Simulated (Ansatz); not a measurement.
## As2Se: why energy differences converge before total energies

These are results of DFT PBEsol, scalar-relativistic, plane waves, PAW (Ansatz 0.2.0), not measurements.

```yaml
crystal:
  lattice:
    - [-3.52942, 3.52942, 2.65357]
    - [3.52942, -3.52942, 2.65357]
    - [3.52942, 3.52942, -2.65357]
  atoms:
    - { symbol: As, position: [0.87500, 0.12500, 0.75000] }
    - { symbol: As, position: [0.37500, 0.12500, 0.25000] }
    - { symbol: As, position: [0.87500, 0.62500, 0.75000] }
    - { symbol: As, position: [0.87500, 0.12500, 0.25000] }
    - { symbol: Se, position: [0.50000, 0.50000, 0.00000] }
    - { symbol: Se, position: [0.25000, 0.75000, 0.50000] }
```

| Item | Value |
| --- | --- |
| Γ-centred k-mesh | 8×8×8 |
| occupation rule | Gaussian smearing, 0.1 eV |
| spin treatment | unpolarised |

A second cell has all atoms moved and the lattice slightly strained:

```yaml
crystal:
  lattice:
    - [-3.48000, 3.56986, 2.71382]
    - [3.46506, -3.54846, 2.66546]
    - [3.54671, 3.61517, -2.68534]
  atoms:
    - { symbol: As, position: [0.83558, 0.11698, 0.73619] }
    - { symbol: As, position: [0.38121, 0.13238, 0.25425] }
    - { symbol: As, position: [0.87232, 0.64093, 0.75347] }
    - { symbol: As, position: [0.88099, 0.12860, 0.24677] }
    - { symbol: Se, position: [0.49343, 0.47862, 0.97482] }
    - { symbol: Se, position: [0.22236, 0.71658, 0.50909] }
```

It ran on a 8×8×6 mesh, another than the first cell's, which shifts the difference by nearly the same amount at every cutoff. Both were run at several values of the cutoff; energies per atom at zero smearing, errors against the largest value (600 eV), which isn't proved converged itself.

```csv
cutoff,"error, first cell (meV)","error, second cell (meV)"
200 eV,4089.48,4089.60
250 eV,585.82,583.82
300 eV,50.53,50.07
350 eV,3.68,3.62
420 eV,0.88,0.86
```

**Question.** At the largest value the second cell lies 52.98 meV/atom above the first. What is the error of that difference at each value, and where does each quantity come within 1 meV/atom?

**Answer.** The error of the difference is the second cell's error less the first's:
| cutoff | difference (meV) | its error (meV) |
| --- | --- | --- |
| 200 eV | 53.10 | 0.12 |
| 250 eV | 50.99 | -2.00 |
| 300 eV | 52.52 | -0.46 |
| 350 eV | 52.93 | -0.05 |
| 420 eV | 52.96 | -0.02 |

The first cell's total energy stays within 1 meV/atom from 420 eV on, the difference from 300 eV on. Most of the error cancels, by a factor of about 110 in the median. A missing short wave mostly misdescribes the region near each nucleus, which both cells share; what doesn't cancel comes largely from the change of volume and bonding.